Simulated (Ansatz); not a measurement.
## NbRh: frozen-core PAW against all-electron methods

```yaml
crystal:
  lattice:
    - [2.78516, 0.00000, 0.00000]
    - [0.00000, 2.78516, 0.00000]
    - [0.00000, 0.00000, 3.80900]
  atoms:
    - { symbol: Nb, position: [0.00000, 0.00000, 0.00000] }
    - { symbol: Rh, position: [0.50000, 0.50000, 0.50000] }
```

Atom numbers follow the list: Nb1, Rh2.

Conventional cell: a = 2.785 Å, b = 2.785 Å, c = 3.809 Å, α = 90.00°, β = 90.00°, γ = 90.00°. Around Nb (atom 1) lie 8 Rh at 2.74 Å and 4 Nb at 2.79 Å. Around Rh (atom 2) lie 8 Nb at 2.74 Å and 4 Rh at 2.79 Å.

The geometry is COD entry 2310202, unchecked; take it as a test cell. The listed cell was then made from it by scaling, straining or moving an atom.

Methods: DFT, PBEsol, PAW with Ansatz's default frozen-core files, scalar-relativistic (Ansatz 0.2.0); DFT, PBEsol, all-electron LAPW, scalar-relativistic (Ansatz 0.2.0).

For PAW: a Γ-centred 14×14×11 k mesh, Fermi–Dirac smearing of 0.05 eV, cutoff 420 eV, no spin polarisation; the PAW files were made with PBE, and the program remakes their frozen cores for this functional. LAPW targets a basis error of 1 meV/atom. The Ansatz runs share mesh, smearing and spin set-up. Plane-wave (PAW) pressures include the program's estimate of the Pulay term.

Stress and pressure are positive in compression.

The change that made this cell: equal xx and yy strain of -2 %.

PAW results:

```tsv
quantity	PAW
pressure (GPa)	9.58
stress xx (GPa)	9.86
stress zz (GPa)	9.01
```

(1) What does LAPW (all electrons) give for the same quantities?

Answers

(1) 
```json
{"quantity": "pressure (GPa)", "LAPW": "9.59"}
{"quantity": "stress xx (GPa)", "LAPW": "9.88"}
{"quantity": "stress zz (GPa)", "LAPW": "9.03"}
```
